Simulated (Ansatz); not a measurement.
Relaxed-ion elastic tensor of PtC (zinc blende, F-43m) in GPa (Voigt order), DFT-r²SCAN in the program Ansatz with PAW potentials; density 13.28 g/cm³, 12.94 Å³ per atom.

```
 264   219   219   0.0   0.0   0.0
 219   264   219   0.0   0.0   0.0
 219   219   264   0.0   0.0   0.0
 0.0   0.0   0.0  45.4   0.0   0.0
 0.0   0.0   0.0   0.0  45.4   0.0
 0.0   0.0   0.0   0.0   0.0  45.4
```

Task: Is the crystal mechanically stable?

Result: Yes: the smallest eigenvalue of C is 45.4 GPa.

Task: Work out the Voigt, Reuss and Hill averages.

Result: K_V = 234, K_R = 234, K_H = 234; G_V = 36.4, G_R = 32.5, G_H = 34.4 GPa.

Task: Give Young's modulus, Poisson's ratio, Pugh's ratio and the universal anisotropy index.

Result: E = 9KG/(3K + G) = 98.4 GPa; ν = 0.43; K/G = 6.80 (ductile by the Pugh limit of 1.75); A_U = 5G_V/G_R + K_V/K_R − 6 = 0.60.

Task: Estimate the sound speeds and the Debye temperature.

Result: v_l = √((K + 4G/3)/ρ) = 4590 m/s, v_t = √(G/ρ) = 1610 m/s, mean 1830 m/s; Θ = (h/k)(3n/4πV)^(1/3) v_m = 232 K.

Task: Give the Zener ratio and Young's modulus along [100], [110] and [111].

Result: A = 2C44/(C11 − C12) = 2.00; 1/E = S11 − 2(S11 − S12 − S44/2)Γ with Γ = 0, 1/4, 1/3 gives 66.0, 104, 128 GPa.

Task: Solve the Christoffel equation for the three sound speeds along [100], [110], [111].

Result: Eigenvalues of C_ijkl n_j n_l equal ρv². In km/s, slowest first: [100] 1.85, 1.85, 4.46; [110] 1.31, 1.85, 4.65; [111] 1.51, 1.51, 4.71.

The start of the workflow was typed in or built on a structure type; neither database checked (COD, Materials Project) lists it. Its standing as an ambient phase is unchecked. The cell was relaxed with r²SCAN under the symmetry of its start; its stability against distortions is not shown here. No spin polarisation was allowed. Its formation energy is positive at this level, so the cell may be metastable or incomplete. As this level gives no gap, shear constants depend on the k-mesh and smearing (Fermi–Dirac, 0.1 eV here). Scalar-relativistic: spin–orbit coupling is off unless named, which matters more the heavier the elements.

Potentials: the later of the program's two PAW sets.
